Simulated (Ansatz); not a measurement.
## A plane-wave run on LaGeO$_{3}$

Input file of Ansatz 0.2.0:

```yaml
crystal:
  lattice:
    - [2.754154, 1.590114, 4.449657]
    - [-2.754154, 1.590114, 4.449657]
    - [0.0, -3.180219, 4.449657]
  atoms:
    - { symbol: Ge, position: [0.0, 0.0, 0.0] }
    - { symbol: Ge, position: [0.5, 0.5, 0.5] }
    - { symbol: O, position: [0.8048, 0.6952, 0.25] }
    - { symbol: O, position: [0.25, 0.8048, 0.6952] }
    - { symbol: O, position: [0.6952, 0.25, 0.8048] }
    - { symbol: O, position: [0.1952, 0.3048, 0.75] }
    - { symbol: O, position: [0.75, 0.1952, 0.3048] }
    - { symbol: O, position: [0.3048, 0.75, 0.1952] }
    - { symbol: La, position: [0.25, 0.25, 0.25] }
    - { symbol: La, position: [0.75, 0.75, 0.75] }
  symmetry: { tolerance: 0.0003 }
kpoints:
  mp_grid: { grid: [7, 7, 7], shift: [0, 0, 0] }
  band_path:
    path:
      - [0.0, 0.0, 0.0]
      - [0.5, 0.5, 0.5]
      - [0.74819783, 0.25180217, 0.5]
      - [0.5, -0.25180217, 0.25180217]
      - [0.5, 0.0, 0.0]
      - [0.0, 0.0, 0.0]
      - [0.37590108, -0.37590108, 0.0]
      - [0.62409892, 0.0, 0.37590108]
      - [0.5, 0.0, 0.5]
      - [0.0, 0.0, 0.0]
    npoints: 6
magnetization:
  spin_polarized: false
scf:
  occupations: { method: methfessel_paxton, width: 0.1807 }
  lower_state_search: "off"
  max_iter: 200
hamiltonian:
  pseudopotentials: { kind: paw }
  xc: pbe
basis:
  ecutwfc: 420
  fft_grid_basis: typed
output:
  forces: true
  stress: true
  eigenvalues: true
  bader: true
  populations: true
  elf: true
  write_potential: true
  volumetric_format: npy
  dos:
    e_range: [-12, 8]
    de: 0.05
    projected: { site_lists: { Ge: [Ge], La: [La], O: [O] } }
checkpoint:
  read: saved_state
```

The saved state is an earlier solution for the same cell, perhaps on another mesh. 

Parts of the output:

```
SCF iter   1: F=—  Δρ=1.34e-3  dr2=1.55e-3
SCF iter   2: F=—  S|Δr|=    0.00e0  Δρ=8.06e-4  dr2=6.34e-4
SCF iter   3: F=—  S|Δr|=    0.00e0  Δρ=1.63e-4  dr2=3.58e-5
SCF iter   4: F=—  S|Δr|=    0.00e0  Δρ=6.67e-5  dr2=2.73e-6
SCF iter   5: F=—  S|Δr|=    0.00e0  Δρ=1.75e-5  dr2=2.37e-7
SCF iter   6: F=-24501.3355 eV  S|Δr|=    0.00e0  Δρ=7.15e-6  dr2=5.83e-8
Free energy (F): -24501.3355 eV
Harris-Foulkes:  -24501.3355 eV  (|F-HF|=8.36e-9)
Internal energy: -24501.3599 eV  (E = F + TS)
E sigma→0 (E₀):  -24501.3416 eV
Entropy (-TS):   0.0245 eV (2.447 meV/atom)
Fermi energy:    16.3914 eV
--- Forces (eV/Å), atoms counted from 1 ---
  atom   1  Ge     0.0000     0.0000     0.0000
  atom   2  Ge     0.0000     0.0000     0.0000
  atom   3  O      0.2619     0.0000     0.0000
  atom   4  O     -0.1310     0.2268     0.0000
  atom   5  O     -0.1310    -0.2268     0.0000
  atom   6  O     -0.2619     0.0000     0.0000
  atom   7  O      0.1310    -0.2268     0.0000
  atom   8  O      0.1310     0.2268     0.0000
  atom   9  La     0.0000     0.0000     0.0000
  atom  10  La     0.0000     0.0000     0.0000
--- Stress (GPa, compression-positive) ---
       20.9467       0.0000       0.0000
        0.0000      20.9467       0.0000
        0.0000       0.0000      18.9946
  P = ⅓ Tr σ = 20.2960 GPa (202.960 kbar)
--- Löwdin populations: 10 sites ---
  site symbol       q [e]
     0     Ge     12.8862
     1     Ge     12.8862
     2      O      6.6404
     3      O      6.6404
     4      O      6.6404
     5      O      6.6404
     6      O      6.6404
     7      O      6.6404
     8     La     10.0519
     9     La     10.0519
  spilling = 0.0033 (of n_electrons = 86.0000)
--- Bader charges: 10 sites ---
  site symbol  charge [e]  shift [e]
     0     Ge      1.9210     0.0108
     1     Ge      1.9211     0.0108
     2      O     -1.3120     0.0036
     3      O     -1.3121     0.0036
     4      O     -1.3120     0.0036
     5      O     -1.3120     0.0036
     6      O     -1.3120     0.0036
     7      O     -1.3120     0.0036
     8     La      2.0150     0.0001
     9     La      2.0150     0.0001
```

Total energies depend on the potentials used, so only differences within one code and one set of settings carry meaning.

Origin: a known structure type with other elements, at an estimated volume, so it need not be a known compound. Caveats: many states at the Fermi level without spin polarisation, so a magnetic state may lie lower; atoms or cell far from equilibrium; wide smearing; f levels without a U or exact exchange are poorly placed.
